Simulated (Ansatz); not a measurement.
The following input was run with Ansatz 0.2.0.

```yaml
crystal:
  lattice:
    - [-2.8840295664, 2.8840295664, 5.4626644624]
    - [2.8840295664, -2.8840295664, 5.4626644624]
    - [2.8840295664, 2.8840295664, -5.4626644624]
  atoms:
    - { symbol: Cd, position: [0.25, 0.75, 0.5] }
    - { symbol: Cd, position: [0.5, 0.5, 0.0] }
    - { symbol: Ge, position: [0.0, 0.0, 0.0] }
    - { symbol: Ge, position: [0.75, 0.25, 0.5] }
    - { symbol: As, position: [0.875, 0.3503379059, 0.9753379059] }
    - { symbol: As, position: [0.6496620941, 0.625, 0.5246620941] }
    - { symbol: As, position: [0.375, 0.8996620941, 0.0246620941] }
    - { symbol: As, position: [0.1003379059, 0.125, 0.4753379059] }
basis:
  ecutwfc: 420
kpoints:
  mp_grid: { grid: [8, 8, 8] }
hamiltonian:
  xc: pbesol
scf:
  occupations: { method: gaussian, width: 0.01 }
output:
  forces: true
  stress: true
  eigenvalues: true
relax:
  adjacent_minimum: "off"
  f_tol: 0.01
  max_steps: 30
  cell: { stress_tol: 0.1, fix: [volume] }
```

Run as
```bash
ansatz run input.yaml --threads 2 --pin off --max-ram 5120MiB --backend cpu --events-out ev --progress --plain --runs-dir out
```

The calculation used DFT PBEsol, scalar-relativistic, plane waves, PAW in Ansatz 0.2.0.

Part of what the program printed, abridged:

```
Pseudopotentials: kind: paw
Pseudopotential: Cd, paw, valence charge 20, recommended cutoff 420 eV (normal)
Pseudopotential: Ge, paw, valence charge 14, recommended cutoff 420 eV (normal)
Pseudopotential: As, paw, valence charge 15, recommended cutoff 420 eV (normal)
Functional definition: PBEsol
Crystal: 8 atoms, lattice volume = 181.746 Å³
Basis set: ecut = 420 eV, 3611 PW (Γ), exchange–correlation on 96×96×96 points (8 copies of the dense FFT grid, shifted against one another)
Bands: 77, of which v1, the nominal top of the filled ones, is band 64 counted from 1 (63 counted from 0)
Symmetry: 8 space group operations
Space group: I-42d (ITA 122), of the structure as read, at distance tolerance 5.7e-5 Å
k-points: 59 of 512 (time reversal used)
Initial density: superposition of atomic densities (neutral atoms: chi_scale 0, normalization atom), corrected by the library's trained network
Initial wavefunctions: pseudopotential atomic-orbital guess
Functional: x = pbesol(κ = 0.804, μ = 0.12345679), c = pbesol(β = 0.046)
SCF iter   1: F=—  HF=-44127.305510 eV  |F-HF|=—  |Δ(HF+E_count)|=         —  Δρ=3.77e-3  dr2=2.75e-2  ethr=1.77e-3  ⟨swp⟩=6.0  Hψ=15565  notcnv=0  defer=11
SCF iter   2: F=—  HF=-44127.298766 eV  |F-HF|=—  |Δ(HF+E_count)|=   6.74e-3  Δρ=1.46e-3  dr2=5.04e-3  ethr=2.14e-5  ⟨swp⟩=3.0  Hψ=9360  notcnv=0  defer=434
SCF iter   3: F=—  HF=-44127.297989 eV  |F-HF|=—  |Δ(HF+E_count)|=   7.77e-4  Δρ=6.06e-4  dr2=1.04e-3  ethr=3.94e-6  ⟨swp⟩=2.0  Hψ=4980  notcnv=0  defer=434
SCF iter   4: F=—  HF=-44127.297970 eV  |F-HF|=—  |Δ(HF+E_count)|=   1.94e-5  Δρ=1.49e-4  dr2=5.33e-5  ethr=8.09e-7  ⟨swp⟩=2.0  Hψ=5976  notcnv=0  defer=434
SCF iter   5: F=—  HF=-44127.298000 eV  |F-HF|=—  |Δ(HF+E_count)|=   3.08e-5  Δρ=7.33e-5  dr2=9.59e-6  ethr=4.17e-8  ⟨swp⟩=2.0  Hψ=7413  notcnv=0  defer=434
SCF iter   6: F=—  HF=-44127.298006 eV  |F-HF|=—  |Δ(HF+E_count)|=   6.06e-6  Δρ=1.80e-5  dr2=5.32e-7  ethr=7.49e-9  ⟨swp⟩=2.0  Hψ=7767  notcnv=0  defer=434
SCF iter   7: F=-44127.298007 eV  HF=-44127.298007 eV  |F-HF|=1.86e-8  |Δ(HF+E_count)|=   5.58e-7  Δρ=3.01e-6  dr2=1.36e-8  ethr=7.81e-11  ⟨swp⟩=8.5  Hψ=18776  notcnv=0
SCF 1 converged in 7 iterations: F = -44127.298007 eV  dr2 = 1.36e-8
relax step   1: F+E_penalty+E_count = -44127.29800704 eV  Δ(F+E_penalty+E_count) = +0.000e0 eV  max|allowed force component| = 1.614e-2 eV/Å  Δτ_max = 0.0000 Å  P = +7.112 GPa  Ω = 181.746 Å³  fix = [volume]  reactions: volume +7.112 GPa (7 SCF iters, dr2 threshold 1.00e-7 eV, accepted)
Initial density: handed on by an earlier stage of this run
Initial wavefunctions: those handed on with the density
SCF iter   1: F=—  HF=-44127.298344 eV  |F-HF|=—  |Δ(HF+E_count)|=         —  Δρ=1.47e-4  dr2=2.99e-5  ethr=4.04e-8  ⟨swp⟩=3.3  Hψ=19161  notcnv=0
SCF iter   2: F=—  HF=-44127.298320 eV  |F-HF|=—  |Δ(HF+E_count)|=   2.39e-5  Δρ=8.82e-5  dr2=1.10e-5  ethr=2.34e-8  ⟨swp⟩=1.0  Hψ=4543  notcnv=0
SCF iter   3: F=—  HF=-44127.298319 eV  |F-HF|=—  |Δ(HF+E_count)|=   6.07e-7  Δρ=9.56e-6  dr2=1.49e-7  ethr=8.62e-9  ⟨swp⟩=2.0  Hψ=6076  notcnv=0
SCF iter   4: F=-44127.298319 eV  HF=-44127.298319 eV  |F-HF|=8.72e-9  |Δ(HF+E_count)|=   2.85e-8  Δρ=4.22e-6  dr2=2.55e-8  ethr=2.37e-11  ⟨swp⟩=4.4  Hψ=16484  notcnv=0
SCF 2 converged in 4 iterations: F = -44127.298319 eV  dr2 = 2.55e-8
relax step   2: F+E_penalty+E_count = -44127.29831937 eV  Δ(F+E_penalty+E_count) = -3.123e-4 eV  max|allowed force component| = 5.450e-3 eV/Å  Δτ_max = 0.0014 Å  P = +7.098 GPa  Ω = 181.746 Å³  energy of the carried Pulay correction = +1.138e-17 eV  fix = [volume]  reactions: volume +7.098 GPa (4 SCF iters, dr2 threshold 3.04e-8 eV, accepted)
Initial wavefunctions: pseudopotential atomic-orbital guess (no wavefunctions were taken with the density)
SCF iter   1: F=—  HF=-44127.297940 eV  |F-HF|=—  |Δ(HF+E_count)|=         —  Δρ=1.78e-4  dr2=1.22e-6  ethr=8.53e-8  ⟨swp⟩=3.0  Hψ=27288  notcnv=0
SCF iter   2: F=—  HF=-44127.298225 eV  |F-HF|=—  |Δ(HF+E_count)|=   2.85e-4  Δρ=9.00e-5  dr2=3.10e-7  ethr=9.55e-10  ⟨swp⟩=2.0  Hψ=5480  notcnv=0
SCF iter   3: F=—  HF=-44127.298321 eV  |F-HF|=—  |Δ(HF+E_count)|=   9.61e-5  Δρ=2.97e-6  dr2=4.86e-9  ethr=2.42e-10  ⟨swp⟩=2.0  Hψ=5102  notcnv=0
SCF iter   4: F=—  HF=-44127.298321 eV  |F-HF|=—  |Δ(HF+E_count)|=   6.26e-8  Δρ=4.63e-7  dr2=5.12e-10  ethr=1.00e-12  ⟨swp⟩=4.9  Hψ=16283  notcnv=0
SCF iter   5: F=-44127.298321 eV  HF=-44127.298321 eV  |F-HF|=8.00e-11  |Δ(HF+E_count)|=  2.55e-10  Δρ=2.34e-7  dr2=1.26e-10  ethr=1.00e-12  ⟨swp⟩=4.0  Hψ=13300  notcnv=0
SCF 3 converged in 5 iterations: F = -44127.298321 eV  dr2 = 1.26e-10
SCF converged after 5 iterations
Free energy (F): -44127.298321 eV
Harris-Foulkes:  -44127.298321 eV  (|F-HF|=8.00e-11)
Internal energy: -44127.298321 eV  (E = F + TS)
E sigma→0 (E₀):  -44127.298321 eV
Fermi energy:    10.189692 eV
--- Per-component energies (eV) ---
  E_band       = -2167.468539
  E_kinetic    = 1654.903648
  E_local      = -19229.339209  (includes V_loc(G=0)·N_el)
  E_nonlocal   = -1759.487573
  E_hartree    = 9420.545155
  E_xc         = -820.465837
  E_vxc        = -895.085329  (∫ρ·V_xc dr)
  E_paw        = -19157.037368  (= ΣΔE_a)
  E_vpaw       = -779.552029  (= ΣTr[D̂ρ^β])
  E_aug_tail   = 0.000608  (compensation charges beyond the density's cutoff)
  E_ewald      = -14242.803252
  E_core_change = 6.385507  (= ΣΔE_core)
  E_smearing   =  0.000000  (= −TS)
--- Forces (eV/Å), atoms counted from 1 ---
  atom   1  Cd     0.00000000     0.00000000     0.00000000
  atom   2  Cd     0.00000000     0.00000000     0.00000000
  atom   3  Ge     0.00000000     0.00000000     0.00000000
  atom   4  Ge     0.00000000     0.00000000     0.00000000
  atom   5  As    -0.00544470     0.00000000     0.00000000
  atom   6  As     0.00000000     0.00544470     0.00000000
  atom   7  As     0.00544470     0.00000000     0.00000000
  atom   8  As     0.00000000    -0.00544470     0.00000000
--- Stress (GPa, compression-positive) ---
        7.114559       0.000000       0.000000
        0.000000       7.114559       0.000000
        0.000000       0.000000       7.064995
  P = ⅓ Tr σ = 7.0980 GPa (70.980 kbar)
--- Band table (eV; the first three rows and the last of 59) ---
  k-point 0: bands = ["-92.4934", "-92.4934", "-53.5995", "-53.5989", "-53.5760", "-53.5760", "-53.5757", "-53.5757", "-25.5092", "-25.5085", "-25.5079", "-25.5079", "-25.5075", "-25.5070", "-25.5067", "-25.5067", "-25.4438", "-25.4430", "-25.4427", "-25.4427", "-25.4184", "-25.4180", "-25.4169", "-25.4169", "-25.4024", "-25.4021", "-25.4021", "-25.4021", "-15.0565", "-15.0565", "-15.0550", "-15.0487", "-15.0449", "-15.0449", "-15.0223", "-15.0207", "-15.0202", "-15.0177", "-3.6440", "-1.2468", "-1.2468", "-1.2157", "0.2727", "1.1931", "1.2591", "1.2591", "1.3570", "1.4451", "1.4714", "1.5090", "1.7902", "1.7963", "1.7963", "2.9599", "5.3886", "5.4917", "5.4917", "5.9105", "6.4243", "7.4175" ...
  k-point 1: bands = ["-92.4934", "-92.4934", "-53.5995", "-53.5990", "-53.5760", "-53.5760", "-53.5757", "-53.5757", "-25.5091", "-25.5085", "-25.5079", "-25.5079", "-25.5074", "-25.5070", "-25.5067", "-25.5067", "-25.4437", "-25.4429", "-25.4427", "-25.4427", "-25.4183", "-25.4179", "-25.4170", "-25.4169", "-25.4025", "-25.4022", "-25.4020", "-25.4020", "-15.0564", "-15.0562", "-15.0549", "-15.0487", "-15.0453", "-15.0451", "-15.0222", "-15.0205", "-15.0202", "-15.0178", "-3.5581", "-1.4276", "-1.2986", "-1.2248", "0.4237", "1.1724", "1.2270", "1.2574", "1.3676", "1.4223", "1.4419", "1.5029", "1.7075", "1.8098", "1.8656", "3.0657", "5.2308", "5.5569", "5.6085", "6.1619", "6.3831", "7.4334" ...
  k-point 2: bands = ["-92.4934", "-92.4934", "-53.5994", "-53.5990", "-53.5759", "-53.5759", "-53.5757", "-53.5757", "-25.5090", "-25.5084", "-25.5080", "-25.5080", "-25.5073", "-25.5071", "-25.5067", "-25.5067", "-25.4435", "-25.4429", "-25.4428", "-25.4428", "-25.4180", "-25.4178", "-25.4172", "-25.4171", "-25.4025", "-25.4023", "-25.4020", "-25.4019", "-15.0561", "-15.0556", "-15.0543", "-15.0486", "-15.0464", "-15.0458", "-15.0218", "-15.0203", "-15.0202", "-15.0181", "-3.3183", "-1.8086", "-1.4059", "-1.2620", "0.7517", "1.0804", "1.2193", "1.2524", "1.3741", "1.3955", "1.4379", "1.4779", "1.6167", "1.7721", "1.9905", "3.0343", "4.9385", "5.4385", "6.1210", "6.5414", "6.8565", "6.9963" ...
  k-point 58: bands = ["-92.4934", "-92.4934", "-53.5992", "-53.5992", "-53.5760", "-53.5760", "-53.5757", "-53.5757", "-25.5093", "-25.5093", "-25.5075", "-25.5075", "-25.5070", "-25.5070", "-25.5068", "-25.5068", "-25.4433", "-25.4433", "-25.4427", "-25.4427", "-25.4182", "-25.4182", "-25.4169", "-25.4169", "-25.4022", "-25.4022", "-25.4021", "-25.4021", "-15.0573", "-15.0573", "-15.0518", "-15.0518", "-15.0440", "-15.0440", "-15.0223", "-15.0223", "-15.0182", "-15.0182", "-2.7821", "-2.7821", "-1.2560", "-1.2560", "0.9699", "0.9699", "1.3335", "1.3335", "1.3741", "1.3741", "1.4946", "1.4946", "1.5946", "1.5946", "2.4876", "2.4876", "6.0056", "6.0056", "6.2034", "6.2034", "7.4927", "7.4927 ...
--- Relaxed structure (2 steps of the walk, 2 accepted, 1 SCFs on fresh bases) ---
  F+E_penalty+E_count = -44127.29832143 eV   max|allowed force component| = 5.445e-3 eV/Å   (the final SCF, on the basis selected at the relaxed cell)
  cell:  # Å, volume = 181.7456 Å³
    - [-2.88737512, 2.88737512, 5.45001276]
    - [2.88737512, -2.88737512, 5.45001276]
    - [2.88737512, 2.88737512, -5.45001276]
  atoms:
    - { symbol: Cd, position: [0.25000000, 0.75, 0.5] }
    - { symbol: Cd, position: [0.5, 0.5, 0.0] }
    - { symbol: Ge, position: [0.0, 0.0, 0.0] }
    - { symbol: Ge, position: [0.75, 0.25000000, 0.5] }
    - { symbol: As, position: [0.87500000, 0.35058650, 0.97558650] }
    - { symbol: As, position: [0.64941349, 0.625, 0.52441349] }
    - { symbol: As, position: [0.375, 0.89941349, 0.02441349] }
    - { symbol: As, position: [0.10058650, 0.12499999, 0.47558650] }
```

The relaxation met its thresholds.

Time: 110 s on 2 threads of Arm Neoverse V2, on a shared host, peak memory 0.91 GiB.